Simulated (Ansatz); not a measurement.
CaPtCl6 (R-3) at 3 levels of theory

One geometry, relaxed with PBE; plane waves with PAW potentials in Ansatz, scalar-relativistic. No spin polarisation. Gaps are the least over mesh and band path; pressure is positive in compression.

```cif
data_structure
_symmetry_space_group_name_H-M 'R-3:H'
_symmetry_Int_Tables_number 148
_cell_length_a 6.3743
_cell_length_b 6.3743
_cell_length_c 17.4831
_cell_angle_alpha 90.000
_cell_angle_beta 90.000
_cell_angle_gamma 120.000
_cell_volume 615.20
loop_
_atom_site_label
_atom_site_type_symbol
_atom_site_symmetry_multiplicity
_atom_site_Wyckoff_symbol
_atom_site_fract_x
_atom_site_fract_y
_atom_site_fract_z
_atom_site_occupancy
Ca1 Ca 3 b 0.33333 0.66667 0.16667 1
Pt1 Pt 3 a 0.00000 0.00000 0.00000 1
Cl1 Cl 18 f 0.95654 0.31095 0.25602 1
```

```
 level  cutoff (eV)  k mesh  gap (eV)  pressure (GPa)
   PBE          420   6×6×6      1.67             0.0
r2SCAN          500   6×6×6      1.96            -1.4
   LDA          420   6×6×6      1.55            -4.6
```

Spin-orbit coupling matters for the bands of heavy elements and is left out.

It was reached by relaxing an invented guess, and it needn't be the stable form of this composition.
